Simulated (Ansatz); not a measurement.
Surface calculation: fcc Al (111), 5 layers

The slab is cut from the fcc crystal, the stable phase, as relaxed on PAW files (15.80 Å³/atom), with 16 Å of vacuum and a dipole correction:

```
CELL_PARAMETERS angstrom
2.81680 0.00000 0.00000
-1.40840 2.43942 0.00000
0.00000 0.00000 25.19960
ATOMIC_POSITIONS crystal
Al 0.83333 0.16667 0.31746
Al 0.16667 0.83333 0.40873
Al 0.50000 0.50000 0.50000
Al 0.83333 0.16667 0.59127
Al 0.16667 0.83333 0.68254
```

Computed with Ansatz 0.2.0; functional LDA, scalar-relativistic. Settings: a Γ-centred 13×13×1 k mesh, Fermi–Dirac smearing of 0.05 eV, no spin polarisation. Methods: LAPW: all electrons, basis error target 1 meV/atom; PAW: frozen-core files, cutoff 420 eV.

The bulk energy comes from a cell in the slab's orientation on a 13×13×5 mesh. The surface energy is (E(slab) − N·E(bulk))/2A at zero smearing, the mean of both faces; thin slabs carry quantum-size effects.

The PAW files were made under PBE.

Question: As cut, the LAPW slab lies 0.855 eV above 5 atoms of bulk. What surface energy is that?

Answer: Over two faces of 6.87 Å² it is 62.2 meV/Å², and times 16.02 J/m² per eV/Å² that gives γ = 0.997 J/m².

```csv
method,γ as cut (J/m²),γ relaxed (J/m²),Φ as cut (eV),Φ relaxed (eV)
LAPW,0.997,0.989,4.29,4.25
PAW,0.998,0.990,4.29,4.25
```

Question: How do the spacings between the planes relax?

Answer: From the bottom face up: d12 +2.0 % of 2.300 Å, d23 +0.7 % of 2.300 Å, d34 +0.7 % of 2.300 Å, d45 +2.0 % of 2.300 Å.

Question: What changes if the images along the normal are cut off in place of the dipole correction?

Answer: LAPW then gives: no gap, work function 4.25 eV; PAW: no gap, work function 4.25 eV.

Question: A 2p core hole is made on one atom of each kind in every 1×1 cell (PAW hole dataset, neutral cell, valence without spin). What does it cost by layer?

Answer: layer 1 72.89 eV, layer 2 72.80 eV, layer 3 72.81 eV. Shifts between layers mean more than the absolute values, and a whole layer of holes screens otherwise than one hole.
